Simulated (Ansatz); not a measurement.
Ni (fcc, Cu type)

```xyz
1
Lattice="0.0000 1.7314 1.7314 1.7314 0.0000 1.7314 1.7314 1.7314 0.0000" Properties=species:S:1:pos:R:3 pbc="T T T"
Ni     0.0000     0.0000     0.0000
```

The volume is varied about the relaxed value V₀ at fixed cell shape. Symmetry pins the atoms to their sites.

These are PBEsol (plane waves to 420 eV, PAW, scalar-relativistic; Ansatz, a first-principles code) values and carry that method's errors. k mesh 24×24×24 (Γ-centred), Fermi-Dirac smearing 0.05 eV. Energies are smeared free energies. Stress and pressure are positive under compression. On this mesh the relaxed cell isn't quite at rest: it carries a pressure of 0.2 GPa (compression positive) at the zero of the scan. Ni was relaxed with its symmetry unable to fall. Relaxed Ni ends ferromagnetic. The magnetic order is the one the run started from; other orders were not tried. ΔE is measured from the relaxed starting cell.

The scan covers V/V₀ from 0.840 to 1.160 in 11 points.

What is ΔE at V/V₀ = 0.840?

268 meV/atom.

What is ΔE at V/V₀ = 1.160?

141 meV/atom.

What pressure does the cell carry at V/V₀ = 0.840?

61.1 GPa.

(A scan under strain: stresses follow from slopes of the energy per volume, elastic moduli from its curvatures.)
